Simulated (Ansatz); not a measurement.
In2O3 (bixbyite, space group No. 206), PBE (plane waves, PAW; program Ansatz). The conduction-band minimum lies at Γ, with 1 equivalent valley. Second derivatives d²E/dk² of the lowest band at one valley (eV·Å²), along Cartesian directions:

```json
[
 {"direction": "[100]", "d²E/dk²": "47.80"},
 {"direction": "[010]", "d²E/dk²": "47.80"},
 {"direction": "[001]", "d²E/dk²": "47.80"},
 {"direction": "[110]", "d²E/dk²": "47.81"},
 {"direction": "[101]", "d²E/dk²": "47.81"},
 {"direction": "[011]", "d²E/dk²": "47.81"}
]
```

Q: Find the principal effective masses, the density-of-states mass and the conductivity mass.

A: Off-diagonal terms follow from H_xy = H[110] − (H_xx + H_yy)/2, and m*/mₑ = 7.620 eV·Å² over each eigenvalue: 0.16, 0.16, 0.16. One valley's DOS mass (m₁m₂m₃)^(1/3) = 0.16, conductivity mass 3/(Σ 1/mᵢ) = 0.16 mₑ.

Q: What effective density of states Nc follows at 300 K for parabolic valleys?

A: Nc = 2.509e19 × 1 × (0.16)^(3/2) ≈ 1.6e18 cm⁻³.

Space group Ia-3 (bixbyite). The PBE relaxation kept the symmetry of its start. Scalar-relativistic: spin–orbit coupling is off unless named, which matters more the heavier the elements.

Potentials: the later of the program's two PAW sets.

Edges and masses are those of Kohn–Sham bands, whose gap is no quasiparticle gap.
